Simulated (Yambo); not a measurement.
Ca₂OsH₆ (space group Fm-3m, No. 225); a = 5.1121 Å, b = 5.1121 Å, c = 5.1121 Å, α = 60.00°, β = 60.00°, γ = 60.00°. With the G0W0 scissor the direct gap on the mesh is 3.92 eV.

**Question.** Does this run resolve the lowest exciton, and if so, what are its energy and binding? (Yambo, LDA bands; 8×8×8 mesh, 6 valence and 3 conduction bands, static screening with 54 bands and a 3 Ry block, scissor 1.37 eV, Tamm-Dancoff.)

**Answer.** The mesh holds a bound state, but the numbers are provisional. These are vertical excitations (zero momentum). The lowest state lies at 3.36 eV (dark for light along x, 3 states within 2 meV), the direct quasiparticle gap on this mesh at 3.92 eV. Its binding energy, counted from that gap, is 0.56 eV; it spreads over about 130 k points of the mesh. Convergence with the mesh was not shown. The first optically allowed state is at 3.84 eV. The scissor comes from a G0W0 run whose convergence isn't established. Without spin-orbit coupling, band edges of such heavy elements can be off by tenths of an eV.

Geometry of the Materials Project entry, not relaxed at this level.

The structure is a Materials Project entry; no match was found in the copy of COD used, and its stability was not checked.
